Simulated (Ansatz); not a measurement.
NbRu:
Space group Fm-3m (No. 225); a = 5.1342 Å, b = 5.1342 Å, c = 5.1342 Å, α = 90.00°, β = 90.00°, γ = 90.00°

| atom | site | symmetry | x | y | z |
|---|---|---|---|---|---|
| Ru | 4a | m-3m | 0.0000 | 0.0000 | 0.0000 |
| Nb | 4b | m-3m | 0.5000 | 0.5000 | 0.5000 |
(The calculation used a cell of 2 atoms; values per cell refer to that cell.)

Relaxed with PBEsol.

Decompose the optical modes at the zone centre into irreducible representations, and say which are infrared and Raman allowed.

Point group m-3m: Γ_opt = T1u. Infrared: T1u. Raman: none.

Assign frequencies (DFPT, the program Ansatz at the PBEsol level (PAW)).

T1u 189 cm⁻¹.

The start of the workflow was typed in or built on a structure type; neither database checked (COD, Materials Project) lists it. COD files the formula under space group No. 123, 221. Its standing as an ambient phase is unchecked. The PBEsol relaxation kept the symmetry of its start. At this level the phase is mechanically unstable. No spin polarisation was allowed. Its formation energy is positive at this level, so the cell may be metastable or incomplete. As this level gives no gap, phonon frequencies hold no LO–TO term and depend on the k-mesh and smearing (Fermi–Dirac, 0.1 eV here).

Potentials: the later of the program's two PAW sets.
